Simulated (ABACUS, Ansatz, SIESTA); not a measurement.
## CsLiCr2Te2S3: programs and potentials compared

```xyz
9
Lattice="7.2896 -2.1043 0.0177 7.2896 2.1043 0.0177 -2.5332 0.0000 7.2810" Properties=species:S:1:pos:R:3 pbc="T T T"
Cs    7.2896    0.0000    0.0177
Li   -1.2666    0.0000    3.6405
Cr    3.6953    0.0000    3.1643
Cr    8.3507    0.0000    4.1521
Te   11.3199    0.0000    1.2975
Te    0.7262    0.0000    6.0190
S     1.3789    0.0000    2.8973
S    10.6672    0.0000    4.4191
S     6.0230    0.0000    3.6582
```

The cell comes from a database or a generator and needn't be the stable form of this composition.

Alike in all runs: task single point; functional PBE; k mesh 7 × 7 × 4; occupations fermi-dirac, width 0.05 eV; collinear spin, ferromagnetic start; no spin-orbit coupling. Pressure is positive in compression and, in plane waves, holds the error of the finite cutoff, which Ansatz's Pulay term estimates and takes out.

```tsv
program and potentials	plane-wave cutoff (eV)	notes	pressure (GPa)	net moment per atom (μB)	largest force (eV/Å)
Ansatz, Ansatz PAW	420	-	-0.01	0.58	0.030
SIESTA, files PseudoDojo sr-pbe-0.4.1-standard, DZP (energy shift 0.003 Ry; two zetas on semicore shells; d shell added on Cs)	-	atomic basis	0.68	0.59	0.235
ABACUS, PseudoDojo NC SR 0.4.1 PBE standard, plane waves	1293	-	0.28	0.59	0.062
```

Force on atom 6 (Te), eV/Å:

```json
{"program and potentials": "Ansatz, Ansatz PAW", "x": "-0.009", "y": "0.000", "z": "-0.029"}
{"program and potentials": "SIESTA, files PseudoDojo sr-pbe-0.4.1-standard, DZP (energy shift 0.003 Ry; two zetas on semicore shells; d shell added on Cs)", "x": "-0.053", "y": "0.000", "z": "0.085"}
{"program and potentials": "ABACUS, PseudoDojo NC SR 0.4.1 PBE standard, plane waves", "x": "-0.027", "y": "0.000", "z": "0.021"}
```

The pressure spans -0.01 (Ansatz, Ansatz PAW) to 0.68 GPa (SIESTA, files PseudoDojo sr-pbe-0.4.1-standard, DZP (energy shift 0.003 Ry; two zetas on semicore shells; d shell added on Cs)). The net moment per atom spans 0.58 (Ansatz, Ansatz PAW) to 0.59 μB (ABACUS, PseudoDojo NC SR 0.4.1 PBE standard, plane waves). The state is the one that the start led to, which needn't be the lowest. Rows in atomic bases carry the error of their basis and grid, which can be large.

The functional is the same throughout but for its coding, so the spread measures potentials, basis and numerics; runs on potential files found faulty are left out.
